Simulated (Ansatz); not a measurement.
Given:

ZnHgS₂:
```xyz
4
Lattice="1.9525 1.1272 6.4793 -1.9525 1.1272 6.4793 0.0000 -2.2545 6.4793" Properties=species:S:1:pos:R:3 pbc="T T T"
Zn     0.0000     0.0000     9.7380
Hg     0.0000     0.0000    19.3671
S      0.0000     0.0000    16.8898
S      0.0000     0.0000     7.4596
```

This is the LDA-relaxed structure. Cartesian axes are those of the cell as given.

All from DFT-LDA in the program Ansatz with PAW potentials, unless another level is named. Estimate the hole effective mass, band 2 of 2 at the edge.

1.0 along x, 1.5 along z (mₑ).

Give the weight of the conduction-edge state by species (Voronoi cells).

S 42 %, Hg 36 %, Zn 22 %.

Next, the valence-band maximum?

at Γ.

Space group R3m. The workflow started from a Materials Project entry (that database holds measured and hypothetical structures alike); the Crystallography Open Database copy checked does not list it. Its standing as an ambient phase is unchecked. Symmetry was held in the LDA relaxation; of distortions, only those at the zone centre were tested. Scalar-relativistic: spin–orbit coupling is off unless named, which matters more the heavier the elements.

Potentials: the later of the program's two PAW sets.

Edges and masses are those of Kohn–Sham bands, whose gap is no quasiparticle gap.
